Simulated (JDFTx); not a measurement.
An input for a modified build of JDFTx (NaI(110), CANDLE, water, 1 M KF; bohr, hartree) and the course of its log:

```
lattice \
  8.6017792456 0.0000000000 0.0000000000 \
  0.0000000000 12.1647528793 0.0000000000 \
  0.0000000000 0.0000000000 43.0857556415
coords-type Lattice
ion I 0.5000000000 0.0000000000 -0.1558576964 0
ion I 0.0000000000 0.5000000000 -0.0493217005 0
ion I 0.5000000000 0.0000000000 0.0493217005 0
ion I 0.0000000000 0.5000000000 0.1558576964 0
ion Na 0.5000000000 0.5000000000 -0.1413584006 0
ion Na 0.0000000000 0.0000000000 -0.0592092081 0
ion Na 0.5000000000 0.5000000000 0.0592092081 0
ion Na 0.0000000000 0.0000000000 0.1413584006 0
ion-species pseudo/i_pbe_v1.upf
ion-species pseudo/na_pbe_v1.5.upf
elec-cutoff 20 100
elec-ex-corr gga-PBE
coulomb-interaction Slab 001
coulomb-truncation-embed 0 0 0
kpoint-folding 4 4 1
elec-smearing Fermi 0.003
elec-n-bands 39
target-mu -0.032707
electronic-scf nIterations 100 energyDiffThreshold 1e-07
fluid LinearPCM
pcm-variant CANDLE
fluid-solvent H2O
fluid-cation K+ 1
fluid-anion F- 1
fluid-minimize nIterations 400 knormThreshold 1e-12
wavefunction read f0.wfns
elec-initial-eigenvals f0.eigenvals
elec-initial-fillings read f0.fillings
fluid-initial-state f0.fluidState
dump-name f0_u0.$VAR
dump End State Ecomponents EigStats BandEigs Forces ElecDensity IonicPositions Fillings Kpoints Dtot FluidDebug BoundCharge FluidDensity
```

```
[one cycle in 5 is shown, and the last three; fluid-solver lines are left out]
	FillingsUpdate:  mu: -0.032707000  nElectrons: 64.169315
SCF: Cycle:  0   G: -235.609366767515212   dG: -1.004e-03   |Residual|: 4.215e-03   |deigs|: 3.234e-09
	FillingsUpdate:  mu: -0.032707000  nElectrons: 64.149834
SCF: Cycle:  5   G: -235.610485620455364   dG: -5.213e-05   |Residual|: 1.657e-03   |deigs|: 1.384e-03
	FillingsUpdate:  mu: -0.032707000  nElectrons: 64.251519
SCF: Cycle: 10   G: -235.610662032463551   dG: -2.202e-05   |Residual|: 1.245e-03   |deigs|: 8.563e-04
	FillingsUpdate:  mu: -0.032707000  nElectrons: 64.330104
SCF: Cycle: 15   G: -235.610884335659108   dG: -2.000e-04   |Residual|: 1.108e-03   |deigs|: 2.459e-03
	FillingsUpdate:  mu: -0.032707000  nElectrons: 64.424774
SCF: Cycle: 20   G: -235.611149657856373   dG: -8.223e-05   |Residual|: 1.628e-03   |deigs|: 3.897e-04
	FillingsUpdate:  mu: -0.032707000  nElectrons: 64.239250
SCF: Cycle: 25   G: -235.610731394787308   dG: -9.554e-07   |Residual|: 8.900e-04   |deigs|: 1.118e-04
	FillingsUpdate:  mu: -0.032707000  nElectrons: 64.237968
SCF: Cycle: 30   G: -235.610729490383875   dG: +9.604e-06   |Residual|: 9.433e-04   |deigs|: 2.356e-04
	FillingsUpdate:  mu: -0.032707000  nElectrons: 64.149968
SCF: Cycle: 35   G: -235.610499421959901   dG: +4.138e-05   |Residual|: 1.547e-03   |deigs|: 6.113e-04
	FillingsUpdate:  mu: -0.032707000  nElectrons: 64.172161
SCF: Cycle: 40   G: -235.610578508991580   dG: +1.716e-05   |Residual|: 1.180e-03   |deigs|: 3.971e-04
	FillingsUpdate:  mu: -0.032707000  nElectrons: 64.296833
SCF: Cycle: 45   G: -235.610809284357742   dG: -1.153e-04   |Residual|: 8.546e-04   |deigs|: 1.037e-03
	FillingsUpdate:  mu: -0.032707000  nElectrons: 64.246361
SCF: Cycle: 50   G: -235.610748378559833   dG: -2.095e-05   |Residual|: 7.475e-04   |deigs|: 3.538e-04
	FillingsUpdate:  mu: -0.032707000  nElectrons: 64.233096
SCF: Cycle: 55   G: -235.610727364628332   dG: -1.266e-05   |Residual|: 7.720e-04   |deigs|: 1.956e-04
	FillingsUpdate:  mu: -0.032707000  nElectrons: 64.177313
SCF: Cycle: 60   G: -235.610616624269255   dG: -2.163e-05   |Residual|: 1.024e-03   |deigs|: 4.077e-04
	FillingsUpdate:  mu: -0.032707000  nElectrons: 64.232024
SCF: Cycle: 65   G: -235.610718881949850   dG: +8.603e-06   |Residual|: 7.427e-04   |deigs|: 1.452e-04
	FillingsUpdate:  mu: -0.032707000  nElectrons: 64.198180
SCF: Cycle: 70   G: -235.610660346644465   dG: -3.449e-05   |Residual|: 8.824e-04   |deigs|: 4.313e-04
	FillingsUpdate:  mu: -0.032707000  nElectrons: 64.186731
SCF: Cycle: 75   G: -235.610635038049850   dG: +7.868e-06   |Residual|: 9.658e-04   |deigs|: 9.126e-05
	FillingsUpdate:  mu: -0.032707000  nElectrons: 64.254953
SCF: Cycle: 80   G: -235.610757622302941   dG: -1.748e-05   |Residual|: 8.437e-04   |deigs|: 2.763e-04
	FillingsUpdate:  mu: -0.032707000  nElectrons: 64.231423
SCF: Cycle: 85   G: -235.610723055395624   dG: +1.454e-05   |Residual|: 8.984e-04   |deigs|: 1.912e-04
	FillingsUpdate:  mu: -0.032707000  nElectrons: 64.140485
SCF: Cycle: 90   G: -235.610171287625150   dG: +2.330e-04   |Residual|: 2.895e-03   |deigs|: 9.264e-04
	FillingsUpdate:  mu: -0.032707000  nElectrons: 64.350935
SCF: Cycle: 95   G: -235.610938446046788   dG: -1.746e-04   |Residual|: 1.275e-03   |deigs|: 1.491e-03
	FillingsUpdate:  mu: -0.032707000  nElectrons: 64.344452
SCF: Cycle: 97   G: -235.610925806085817   dG: +1.304e-04   |Residual|: 1.340e-03   |deigs|: 6.356e-04
	FillingsUpdate:  mu: -0.032707000  nElectrons: 64.350266
SCF: Cycle: 98   G: -235.610940625445807   dG: -1.482e-05   |Residual|: 1.367e-03   |deigs|: 7.716e-05
	FillingsUpdate:  mu: -0.032707000  nElectrons: 64.326119
SCF: Cycle: 99   G: -235.610888292398101   dG: +5.233e-05   |Residual|: 1.307e-03   |deigs|: 3.620e-04
SCF: None of the convergence criteria satisfied after 100 iterations.
IonicMinimize: Iter:   0  G: -235.610888292398101  |grad|_K:  0.000e+00
IonicMinimize: Converged (|grad|_K<1.000000e-04).
```

This run gave no converged result. The electronic loop ended without meeting its threshold, so the last energy, electron count and forces aren't results.
